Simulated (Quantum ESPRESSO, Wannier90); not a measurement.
**Wannier functions of AlN (zinc blende)**

```
begin unit_cell_cart
ang
    0.0000000000    2.1839950000    2.1839950000
    2.1839950000    0.0000000000    2.1839950000
    2.1839950000    2.1839950000    0.0000000000
end unit_cell_cart
begin atoms_frac
Al   0.0000000000  0.0000000000  0.0000000000
N    0.2500000000  0.2500000000  0.2500000000
end atoms_frac
```

Structure: Materials Project mp-1700, symmetrised, not relaxed again. Not found in the COD (Crystallography Open Database) copy used, which has the formula in other groups; not checked further. Level: PBEsol, no spin polarisation, no spin-orbit coupling; pw.x of Quantum ESPRESSO at 68 Ry with PseudoDojo potentials, 12×12×12 k-points, Wannier90. Density: 12×12×12 mesh, cold smearing 0.01 Ry.

Bands 1-4 form an isolated set from -14.95 to 0.00 eV relative to the valence-band maximum (on the path) and are turned into 4 Wannier functions by minimising the spread from the start: s functions at the bond centres.

Question: Where do the functions sit, how wide are they and what are they made of?

Answer: 
```csv
functions,spread (Å²),"nearest atom, distance (Å)","second atom, distance (Å)",weight on atomic waves
4,0.96,N 0.46,Al 1.44,"N 2p 57 %, Al 3p 17 %, N 2s 17 %"
```

Ω_I = 3.21 Å², Ω_total = 3.83 Å²; the interpolated bands follow pw.x to 0.2 meV rms on the path. It is the lowest total spread that any start reached here.
